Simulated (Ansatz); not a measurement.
AlRu (CsCl type)

```
AlRu
1.0
    2.98252     0.00000     0.00000
    0.00000     2.98252     0.00000
    0.00000     0.00000     2.98252
Al Ru
1 1
Direct
  0.00000   0.00000   0.00000
  0.50000   0.50000   0.50000
```

In each cell atom 2 (Ru, nearest neighbour Al at 2.583 Å; its periodic images, 3.0 Å or more away, move with it) moves by s·(0.577, 0.577, 0.577) (along Cartesian [111]), the rest being held.

Method: r2SCAN (plane waves to 500 eV, PAW, scalar-relativistic; Ansatz, a quantum-chemistry and plane-wave program). k mesh 13×13×13 (Γ-centred), Fermi-Dirac smearing 0.05 eV. Energies are smeared free energies. Stress and pressure are positive under compression. Left out: 4 of 11 points, with atoms too close for the PAW data. With partly filled bands, energies and forces of such displacements shift with the k mesh and the smearing. AlRu is run without spin polarisation. AlRu was relaxed with its symmetry unable to fall. The zero of ΔE is the undisplaced structure.

**Question.** What ΔE (meV/cell) and P (GPa) does the calculation give at s (Å) = -0.462, -0.308, -0.154, 0.154, 0.308, 0.462?

**Answer.** 
```json
[
 {"s (Å)": "-0.462", "ΔE (meV/cell)": "1063", "P (GPa)": "18.3"},
 {"s (Å)": "-0.308", "ΔE (meV/cell)": "422", "P (GPa)": "7.7"},
 {"s (Å)": "-0.154", "ΔE (meV/cell)": "99", "P (GPa)": "1.8"},
 {"s (Å)": "0.154", "ΔE (meV/cell)": "99", "P (GPa)": "1.8"},
 {"s (Å)": "0.308", "ΔE (meV/cell)": "422", "P (GPa)": "7.7"},
 {"s (Å)": "0.462", "ΔE (meV/cell)": "1063", "P (GPa)": "18.3"}
]
```

(A displaced cell: forces are minus the slopes of the energy, force constants its curvatures, and phonons follow from these.)
